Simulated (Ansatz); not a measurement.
CdF2: enthalpy against pressure

CdF2, Fm-3m, a = 5.388 Å. Ansatz: r2SCAN, PAW, 500 eV, Γ-centred 8×8×8 mesh on 3 atoms, Gaussian smearing 0.02 eV; no spin polarisation. Cell and atoms are relaxed at each pressure, and no other structure is tried, so the rows at high pressure may lie past a change of phase. y is the enthalpy over the state at zero pressure; there V0 = 13.035 Å³/atom. The pressures are the targets, met within 0.04 GPa.

```
P (GPa) y (eV/atom)
   -3.0      -0.2476
    0.0       0.0000
    3.0       0.2410
    8.0            ?
   15.0       1.1549
   30.0       2.2153
   60.0       4.1593
```

Problem. Fit y = c1 P + c2 P² + c3 P³ to the other rows, say what c1 and c2 mean, and predict the missing value.

Solution. Least squares on the rows shown. y = 0.081022 P − 0.00028482 P² + 1.4971×10⁻⁶ P³. Since dH/dP = V, c1 is V0: 0.081022 eV/GPa × 160.2 = 12.980 Å³ against 13.035; c2 = −V0/(2B0) gives B0 = 142 GPa, where a Birch–Murnaghan fit to the volumes of the same runs (not shown) gives 113 GPa: a cubic over this range folds the higher terms into c2. At P = 8.0 the fit asked for gives 0.6307 eV/atom. The run gave 0.6306 eV/atom, so the fit is 0.0001 eV/atom too high, within the rms miss on the fitted rows (0.0011 eV/atom).